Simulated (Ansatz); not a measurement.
An ordered 8-atom cell of La3GaN4 on the wurtzite lattice (Cm) (no longer in that coordination), relaxed with r2SCAN. Space group Cm (No. 8), monoclinic; conventional cell a = 12.905 Å, b = 3.885 Å, c = 6.546 Å, β = 115.1°, 18.58 Å³ an atom. Around Ga lie 4 N at 1.93–2.25 Å; around La lie 5 N at 2.35–2.69 Å; around N lie 1 Ga at 1.96 Å and 3 La at 2.35–2.43 Å; around N lie 1 Ga at 1.93 Å and 3 La at 2.47–2.69 Å; around La lie 4 N at 2.23–2.61 Å; around La lie 4 N at 2.40–2.54 Å; around N lie 4 La at 2.23–2.41 Å; around N lie 2 Ga at 2.25 Å and 3 La at 2.54–2.61 Å.

```cif
data_structure
_symmetry_space_group_name_H-M 'P 1'
_symmetry_Int_Tables_number 1
_cell_length_a 6.7387
_cell_length_b 6.7387
_cell_length_c 6.5461
_cell_angle_alpha 113.932
_cell_angle_beta 113.932
_cell_angle_gamma 33.505
_cell_volume 148.64
loop_
_atom_site_label
_atom_site_type_symbol
_atom_site_fract_x
_atom_site_fract_y
_atom_site_fract_z
_atom_site_occupancy
Ga1 Ga 0.98213 0.98213 0.32603 1
La1 La 0.29201 0.29201 0.98529 1
N1 N 0.81449 0.81449 0.20256 1
N2 N 0.08136 0.08136 0.64453 1
La2 La 0.51771 0.51771 0.79359 1
La3 La 0.72277 0.72277 0.45851 1
N3 N 0.32761 0.32761 0.65286 1
N4 N 0.51191 0.51191 0.18663 1
```

4 runs of the plane-wave code Ansatz on this cell differ in the functional (and in the settings that go with it). Levels are in eV from each run's valence top; v1 is the last filled band, c1 the first empty one.

Run A, mean stress +1.3 GPa (compression positive):
```tsv
point	v2	v1	c1	c2
Γ	-0.81	-0.77	0.47	2.14
C	-0.65	-0.27	1.90	2.38
Y₂	-0.98	-0.67	1.21	2.23
M₂	-0.90	-0.79	1.46	2.09
```

Run B, mean stress -0.8 GPa (compression positive):
```tsv
point	v2	v1	c1	c2
Γ	-0.86	-0.78	2.02	4.00
C	-0.69	-0.22	3.55	4.16
Y₂	-1.02	-0.68	2.87	4.15
M₂	-0.90	-0.82	3.21	3.93
```

Run C, mean stress -0.8 GPa (compression positive):
```tsv
point	v2	v1	c1	c2
Γ	-0.86	-0.78	1.35	3.28
C	-0.69	-0.23	2.85	3.45
Y₂	-1.02	-0.67	2.17	3.43
M₂	-0.90	-0.82	2.50	3.20
```

Run D, mean stress 0.0 GPa (compression positive):
```tsv
point	v2	v1	c1	c2
Γ	-0.83	-0.80	0.71	2.49
C	-0.66	-0.27	2.14	2.71
Y₂	-0.99	-0.68	1.44	2.54
M₂	-0.93	-0.79	1.74	2.37
```

**Question.** Match the runs to PBE, r2SCAN, HSE06, PBE0.

**Answer.** A is PBE, B is PBE0, C is HSE06, D is r2SCAN. In order of the gap: PBE 0.47, r2SCAN 0.71, HSE06 1.35, PBE0 2.02 eV. The stress vanishes for r2SCAN, which relaxed the cell.

Values at 0 K without nuclear motion; spin polarisation is off, and the phase may be a hypothetical one.

The runs are scalar-relativistic, without spin-orbit coupling.

The program warns that its thresholds are loose for a hybrid's stress.

The meshes of the hybrids are coarse, so their gaps aren't converged to the digits shown.
